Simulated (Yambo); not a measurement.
Here is the system:

```
CELL_PARAMETERS angstrom
      1.53552     0.88653     5.63750
     -1.53552     0.88653     5.63750
      0.00000    -1.77307     5.63750
ATOMIC_POSITIONS crystal
  O  0.89236 0.89236 0.89236
  O  0.10764 0.10764 0.10764
  Cu 0.00000 0.00000 0.00000
  Rh 0.50000 0.50000 0.50000
```

Workflow: norm-conserving PBEsol (Quantum ESPRESSO, 92 Ry, without SOC), then G0W0 in Yambo (4×4×4 Γ-centred k mesh, bands 9 to 101 and a 8 Ry block in the screening, 101 bands in G with the Bruneval-Gonze terminator, plasmon pole fitted at 27.2 eV).

Question: Give the PBEsol and G0W0 gaps between the band edges found on this mesh, and say where the edges lie.

Answer: Edges: F → (0.25, -0.5, -0.5). PBEsol: 1.18 eV; G0W0: 1.91 eV. The mesh misses an edge: along a dense path the PBEsol gap is 0.68 eV. Convergence of the G0W0 settings was not tested. Oxides, nitrides and fluorides with a shallow 3d shell are known to need far more bands and larger blocks. Spin-orbit splittings are left out. The 3d shell has no Hubbard U; the runs are without spin polarisation, and magnetic order was not tried.

Geometry relaxed with PBEsol.
